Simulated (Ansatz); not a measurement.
## SiO₂: 17O NMR of the central transition

Cell: a COD entry, its atoms then relaxed with PBE in this cell.

Space group P4_12_12 (No. 92); a = 4.9709, c = 6.9278 Å.

| site | Wyckoff | site symmetry | x | y | z |
| --- | --- | --- | --- | --- | --- |
| Si | 4a | ..2 | 0.3055 | 0.3055 | 0.0000 |
| O | 8b | 1 | 0.2365 | 0.1168 | 0.1852 |

One atom of each set is listed.

Method: Kohn–Sham DFT in Ansatz, r2SCAN, plane waves and PAW, scalar-relativistic, 500 eV cutoff, Γ-centred 5×5×4 k-points, Fermi–Dirac smearing 0.02 eV.

17O has I = 5/2 and Q = -25.58 mb (Pyykkö 2018); at 14.1 T its Larmor frequency is ν₀ = 81.4 MHz. Only the quadrupole interaction is simulated: positions count from each site's isotropic chemical shift, and J coupling is left out, as are shift anisotropy and dipolar coupling, which fast spinning averages.

Simulated pattern of one O site (fast magic-angle spinning, Gaussian broadening 0.2 kHz):

```
offset (kHz)  height
      -6.402       0
      -6.135       4
      -5.868       7
      -5.601       8
      -5.334       8
      -5.067       8
      -4.800       9
      -4.533       9
      -4.266      19
      -3.999      51
      -3.733      79
      -3.466      84
      -3.199      63
      -2.932      57
      -2.665      55
      -2.398      55
      -2.131      57
      -1.864      62
      -1.597      72
      -1.330     100
      -1.063      89
      -0.797      67
      -0.530      23
      -0.263       0
```

(1) Which |C_Q| and η does the pattern imply?

Answers

(1) The pattern spans 5.59 kHz before broadening and its centre of gravity is at -2.48 kHz, which fixes P_Q; the places of the horns and steps fix η. That gives P_Q = 5.80 MHz, |C_Q| = 5.77 MHz and η = 0.19. The sign of C_Q can't be read from the pattern.

At O V_zz runs parallel to the line that joins its two neighbours (within 1°).

The largest force is 0.3 eV/Å, so the atoms aren't at the calculated equilibrium and relaxing them would move these values.

The run took 31 s of wall time (31 s of CPU time) and 0.72 GiB at its peak, on 1 thread of Arm Neoverse V2 (aarch64; 8 cores open to the job, memory cap 2.5 GiB, no GPU), a shared host with a load of 0.5 a core.
